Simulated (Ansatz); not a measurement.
## Stationary points along a deformation path in Rb

Level of theory: Ansatz, DFT LDA, scalar-relativistic, plane waves, PAW. Cutoff 420 eV, Γ-centred 12×12×12 k-points, Gaussian smearing of 0.15 eV. No spin polarisation. Energies are free energies at this smearing, counted from the undisturbed cell; pressure is positive in compression.

The starting cell (as given, not relaxed at this level; it stands at -0.5 GPa; this fcc form isn't the usual structure):

```yaml
crystal:
  lattice:
    - [0.00000, 3.63988, 3.63988]
    - [3.63988, 0.00000, 3.63988]
    - [3.63988, 3.63988, 0.00000]
  atoms:
    - { symbol: Rb, position: [0.00000, 0.00000, 0.00000] }
```

At fixed volume and fractional coordinates, lengths along (0.000, 0.000, 1.000) are scaled against those across it; ρ is that ratio over its starting value. V = 96.448 Å³/atom. Δσ is the stress along the axis less the mean stress across it (compression positive).

```csv
ρ,ΔE (meV/atom),Δσ (GPa),space group
0.707,2.9,0.00,Im-3m
0.850,2.0,0.04,I4/mmm
1.000,0.0,0.00,Fm-3m
1.200,7.5,-0.24,I4/mmm
1.414,33.5,-0.55,I4/mmm
```

Question: How does the stress give the slope of the energy, and where is the energy stationary?

Answer: Along the path d ln(length) is 2/3 d ln ρ on the axis and −1/3 d ln ρ across it, so dE/d ln ρ = −(2/3) V Δσ: the energy falls with ρ where Δσ is positive. Δσ vanishes or changes sign at ρ = 0.707 (Im-3m, an end of the scan), at 2.9 meV/atom; at ρ = 1.000 (Fm-3m), a minimum at 0.0 meV/atom. Pairs of stationary points between two samples would go unseen, and could change a minimum read from distant neighbours into a maximum. At ρ = 0.707, 1.000 the cell is cubic, where symmetry alone makes the stress isotropic and the slope zero.

In a metal these slopes depend on the k mesh and the smearing.